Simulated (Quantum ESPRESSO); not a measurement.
# Al3MgAs3S: convergence and cost over cutoff and k mesh

A calculation, not a measurement. The program is pw.x of Quantum ESPRESSO 7.5 (plane-wave density functional theory). The cell is made up: 8 atoms on a zincblende/diamond lattice, with randomly drawn elements, strain and displacements, not relaxed. PseudoDojo standard norm-conserving files (v0.5 for PBE, v0.4.1 for LDA and PBEsol) set the functional; there is no spin polarisation, spin-orbit coupling or dispersion term, and the masses in the input are unused placeholders.

Input of the run in row 4:

```
&control calculation='scf', pseudo_dir='./dojo.nc.sr.pbe.v0_5.standard.upf', outdir='./o', disk_io='medium', tprnfor=.true., tstress=.true. /
&system ibrav=0, nat=8, ntyp=4, nbnd=41, ecutwfc=84.00895049, nosym=.true., tot_charge=0,
 occupations='smearing', smearing='fd', degauss=0.0018374661
/
&electrons conv_thr=7.350e-09, electron_maxstep=60, /
ATOMIC_SPECIES
Al 1.0 Al.upf
As 1.0 As.upf
Mg 1.0 Mg.upf
S 1.0 S.upf
CELL_PARAMETERS angstrom
5.6458 0.0 0.0
0.0 5.6458 0.0
0.0 0.0 5.6458
ATOMIC_POSITIONS angstrom
Al -0.0053 0.1266 -0.1834
Al -0.0728 2.8517 2.894
Al 2.8381 0.1647 2.7944
Mg 2.9267 2.6955 0.1654
As 1.285 1.2459 1.3518
As 1.3875 4.1962 4.1739
S 4.3898 1.45 4.1743
As 4.4225 4.0374 1.5279
K_POINTS automatic
4 4 4 1 1 1
```

The same cell was run at these settings. Meshes are shifted by half a step, and differences are from the last row, which is itself not exact.

```
cutoff (eV)     k mesh  k points solved  threshold (eV)  free energy less the last row's (eV)  pressure (GPa)  largest stress difference (GPa)  largest force difference (eV/Å)  iterations  wall time (s)  k-point pools              processor
        800  2 x 2 x 2                4           1e-04                                 8.158          -56.63                            61.85                            0.089           7             40              1  AMD EPYC, Zen 5 class
       1143  2 x 2 x 2                4           1e-07                                 0.323            5.44                             0.35                            0.074          10             68              1  AMD EPYC, Zen 5 class
        674  4 x 4 x 4               32           1e-07                                49.083         -243.54                           248.70                            0.068          10            157              1  AMD EPYC, Zen 5 class
       1143  4 x 4 x 4               32           1e-07                                 0.006            5.14                             0.01                            0.006          10            368              1  AMD EPYC, Zen 5 class
       1437  6 x 6 x 6              108           1e-07                                 0.000            5.14                             0.00                            0.000          10           1729              1  AMD EPYC, Zen 5 class
```

Each pool is one process. Wall times include start-up and a band step at six k points, which weighs most on the coarsest meshes. The runs were on shared virtual cores whose load varied, so times are rough.